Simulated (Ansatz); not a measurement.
Values for one crystal, relaxed and computed with LDA (plane waves, PAW; program Ansatz); other levels are named.

| Quantity | Result |
|---|---|
| Volume per atom | 29.92 Å³ |
| Band gap | 0.34 eV (direct) |
| Hill bulk and shear moduli | 51.4 and 15.6 GPa |
| Debye temperature from the elastic constants | 175 K |
| Poisson's ratio | 0.36 |
| Mechanical stability | stable (all eigenvalues of C positive) |
| Bulk modulus (Birch–Murnaghan fit) | 51.4 GPa |

Pick the material that matches.
A. SnO2, Pbcn (Sn on 4c, O on 8d)
B. WO3, Cmcm (W on 4c, O on 4b, O on 8g)
C. BaF2, fluorite
D. Cd2TeSe, P-4m2 (Cd on 2g, Te on 1d, Se on 1b)

D, Cd2TeSe, P-4m2 (Cd on 2g, Te on 1d, Se on 1b)

The first step of the workflow began from a Materials Project structure, measured or hypothetical; the Crystallography Open Database copy checked does not list it. Its standing as an ambient phase is unchecked. The cell was relaxed with LDA under the symmetry of its start; of distortions, only those at the zone centre were tested. Spin–orbit coupling is left out wherever it is not named.

Potentials: the later of the program's two PAW sets.
